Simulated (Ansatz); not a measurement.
ZnInNO:
```yaml
crystal:
  lattice:
    - [3.48353, 0.00000, 0.00000]
    - [-1.74177, 3.01683, 0.00000]
    - [0.00000, 0.00000, 5.48243]
  atoms:
    - { symbol: In, position: [0.33333, 0.66667, 0.51030] }
    - { symbol: Zn, position: [0.66667, 0.33333, 0.99546] }
    - { symbol: O, position: [0.33333, 0.66667, 0.11271] }
    - { symbol: N, position: [0.66667, 0.33333, 0.63152] }
```

Relaxed with PBE. Special points in fractions of this cell's reciprocal vectors: Γ (0.000, 0.000, 0.000); M (0.500, 0.000, 0.000); K (0.333, 0.333, 0.000); A (0.000, 0.000, 0.500); L (0.500, 0.000, 0.500); H (0.333, 0.333, 0.500).

**Question.** List the band energies nearest the Fermi level at these points for DFT-PBE in the program Ansatz with PAW potentials.

**Answer.** In eV from the Fermi level; about four levels below and three above (degenerate sets whole), none deeper than 8.9 eV; … stands for higher levels left out; points with the same levels are listed once.

| k | below | above |
|---|---|---|
| Γ | -0.45 -0.11 -0.03 -0.03 | 3.40 7.23 … |
| M | -3.29 -2.59 -1.55 -1.01 | 4.13 5.21 5.78 |
| K | -4.13 -2.78 -2.10 -1.79 | 5.75 5.86 5.95 |
| A | -1.33 -1.33 -0.14 -0.14 | 2.31 2.75 7.39 |
| L | -2.20 -2.08 -1.40 -1.19 | 3.70 4.39 6.51 |
| H | -3.35 -2.97 -1.87 -0.93 | 5.09 6.07 6.68 |

Space group P3m1. The start of the workflow was typed in or built on a structure type; neither database checked (COD, Materials Project) lists it. Its standing as an ambient phase is unchecked. The cell was relaxed with PBE under the symmetry of its start; its stability against distortions is not shown here. The Fermi level of a semimetal is unsure by some 0.05 eV on such meshes. Scalar-relativistic: spin–orbit coupling is off unless named, which matters more the heavier the elements.

Potentials: the earlier of the program's two PAW sets.
